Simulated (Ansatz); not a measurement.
**AgCl (rock salt): map of one atom of the cell**

AgCl (rock salt)

```xyz
4
Lattice="0.0000 5.6115 5.6115 2.8057 0.0000 2.8057 2.8057 2.8057 0.0000" Properties=species:S:1:pos:R:3 pbc="T T T"
Cl     0.0000     0.0000     0.0000
Cl     0.0000     2.8057     2.8057
Ag     2.8057     2.8057     2.8057
Ag     2.8057     5.6115     5.6115
```

In this cell atom 1 (Cl, nearest neighbour Ag at 2.806 Å; its periodic images, 4.0 Å or more away, move with it) is moved by u·(1.000, 0.000, 0.000) + v·(0.000, 0.000, 1.000); the rest is frozen.

Calculation: PBE (plane waves to 420 eV, PAW, scalar-relativistic; Ansatz, an electronic-structure program). k mesh 4×8×8 (Γ-centred), Fermi-Dirac smearing 0.05 eV. E stands for the smeared free energy. Compression counts positive. AgCl was relaxed with its symmetry unable to fall. ΔE is measured from the undisplaced structure. Axes are in Å.

ΔE (eV/cell), with u across and v down:

```csv
v \ u,-0.700,-0.350,0.000,0.350,0.700
-0.700,0.722,0.667,0.875,0.971,1.319
-0.350,0.667,0.093,0.100,0.254,0.971
0.000,0.875,0.100,0.000,0.100,0.875
0.350,0.971,0.254,0.100,0.093,0.667
0.700,1.319,0.971,0.875,0.667,0.722
```

P (GPa), with u across and v down:

```csv
v \ u,-0.700,-0.350,0.000,0.350,0.700
-0.700,7.3,5.9,6.2,6.6,9.0
-0.350,5.9,1.7,1.0,2.0,6.6
0.000,6.2,1.0,0.0,1.0,6.2
0.350,6.6,2.0,1.0,1.7,5.9
0.700,9.0,6.6,6.2,5.9,7.3
```

Key numbers:

- Lowest place on the grid = u = 0.000 Å, v = 0.000 Å (0 meV/cell)
- Highest place on the grid, met at several equal points = u = 0.700 Å, v = -0.700 Å; u = -0.700 Å, v = 0.700 Å (1319 meV/cell)

(For displaced atoms, the force is minus the slope of the energy, and its curvature is a force constant, which sets phonon frequencies.)
